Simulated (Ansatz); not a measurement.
WSe2 in space group Pnnm (No. 58; W on 2a, Se on 4g), plane-wave PAW PBE (Ansatz code), all energies at zero smearing, with the estimated change up to a 700 eV cutoff added, with one set of potentials and settings (totals compare only within such a set). Cell of 6 atoms (2 W, 4 Se): -42646.870 eV.

```json
[
 {"element": "W", "reference phase": "Im-3m, 1 atoms in the cell", "E (eV/atom)": "-10384.8193"},
 {"element": "Se", "reference phase": "P3_121, 3 atoms in the cell", "E (eV/atom)": "-5469.0798"}
]
```

Formation energy per atom, worked out: (-42646.870 − 2×(-10384.8193) − 4×(-5469.0798))/6 = -0.152 eV/atom (-15 kJ per mol of atoms), at 0 K, without zero-point energy or fitted corrections.

The cell is a constructed one: a structure type filled with these elements; neither database checked (COD, Materials Project) lists it. It is not the phase usual at ambient conditions (space group No. 194). Symmetry was held in the PBE relaxation; whether a distortion lowers the energy is not shown. No spin polarisation was allowed. The references are the lowest solids computed at this level, not always the standard phases. Scalar-relativistic: spin–orbit coupling is off unless named, which matters more the heavier the elements.

Potentials: the later of the program's two PAW sets.
